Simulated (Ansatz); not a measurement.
Here is the system:

CdTe:
```cif
data_Cd4Te4
_chemical_formula_sum 'Cd4 Te4'
_space_group_name_H-M_alt 'F-43m'
_space_group_IT_number 216
_space_group_name_Hall 'F -4 2 3'
_cell_length_a 6.55869
_cell_length_b 6.55869
_cell_length_c 6.55869
_cell_angle_alpha 90.000
_cell_angle_beta 90.000
_cell_angle_gamma 90.000
loop_
_atom_site_label
_atom_site_type_symbol
_atom_site_symmetry_multiplicity
_atom_site_Wyckoff_symbol
_atom_site_fract_x
_atom_site_fract_y
_atom_site_fract_z
_atom_site_occupancy
Cd1 Cd 4 a 0.00000 0.00000 0.00000 1
Te1 Te 4 c 0.25000 0.25000 0.25000 1
```
(The calculation used a cell of 2 atoms; values per cell refer to that cell.)

This is the r²SCAN-relaxed structure.

### Question
All from the program Ansatz at the r²SCAN level (PAW), unless another level is named. Predict the band gap.

### Answer
1.16 eV (direct).

### Question
Give the formation energy from the elements (no fitted shifts).

### Answer
-0.57 eV/atom.

### Question
Predict the valence-band maximum.

### Answer
at Γ.

The cell was relaxed with r²SCAN under the symmetry of its start. The references are the lowest solids computed at this level, not always the standard phases. Spin–orbit coupling is left out wherever it is not named.

Potentials: the earlier of the program's two PAW sets.
